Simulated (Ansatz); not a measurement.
The cell below belongs to a search over invented structures; it isn't taken from experiment.

Input and command of a plane-wave DFT calculation in Ansatz:

```yaml
crystal:
  lattice:
    - [5.4442474441, 0.0, 0.0]
    - [0.0736936876, 5.4769923655, 0.0]
    - [0.0284216326, 0.003255621, 8.165070213]
  atoms:
    - { symbol: Na, position: [0.4925680377, 0.5207661764, 0.2485068954] }
    - { symbol: Na, position: [0.5074319623, 0.4792338236, 0.7514931046] }
    - { symbol: La, position: [0.0081869984, 0.0294773781, 0.2501982158] }
    - { symbol: La, position: [0.9918130016, 0.9705226219, 0.7498017842] }
    - { symbol: Mn, position: [0.5, 0.0, 0.0], spin: 3.64 }
    - { symbol: Mn, position: [0.0, 0.5, 0.5], spin: 3.64 }
    - { symbol: Mo, position: [0.0, 0.5, 0.0] }
    - { symbol: Mo, position: [0.5, 0.0, 0.5] }
    - { symbol: O, position: [0.9261366998, 0.5044152718, 0.2311459268] }
    - { symbol: O, position: [0.0738633002, 0.4955847282, 0.7688540732] }
    - { symbol: O, position: [0.2738030672, 0.2766095761, 0.0479433111] }
    - { symbol: O, position: [0.7261969328, 0.7233904239, 0.9520566889] }
    - { symbol: O, position: [0.2060455579, 0.7916408129, 0.0244046095] }
    - { symbol: O, position: [0.7939544421, 0.2083591871, 0.9755953905] }
    - { symbol: O, position: [0.4305480075, 0.0345900029, 0.7317128389] }
    - { symbol: O, position: [0.5694519925, 0.9654099971, 0.2682871611] }
    - { symbol: O, position: [0.2097228247, 0.7921907273, 0.4775025532] }
    - { symbol: O, position: [0.7902771753, 0.2078092727, 0.5224974468] }
    - { symbol: O, position: [0.2778595895, 0.2734209499, 0.4485114465] }
    - { symbol: O, position: [0.7221404105, 0.7265790501, 0.5514885535] }
basis:
  ecutwfc: 420
kpoints:
  mp_grid: { grid: [4, 4, 2] }
hamiltonian:
  xc: pbe
scf:
  occupations: { method: gaussian, width: 0.1 }
  lower_state_search: "off"
output:
  forces: true
  stress: true
  eigenvalues: true
  populations: true
magnetization:
  spin_polarized: true
```

```bash
ansatz run input.yaml --threads 1 --pin off --max-ram 2816MiB --backend cpu --events-out ev --progress --plain --runs-dir out
```

Processor: Intel(R) Xeon(R) 6975P-C (Granite Rapids), 1 thread, on a host shared with other jobs.

Problem. Estimate time, memory and problem size.

Solution. About 82 s, peak memory 1.2 GiB. It solves 109 bands at 20 k points (after reduction by symmetry) with about 4751 plane waves, in 22 SCF iterations.
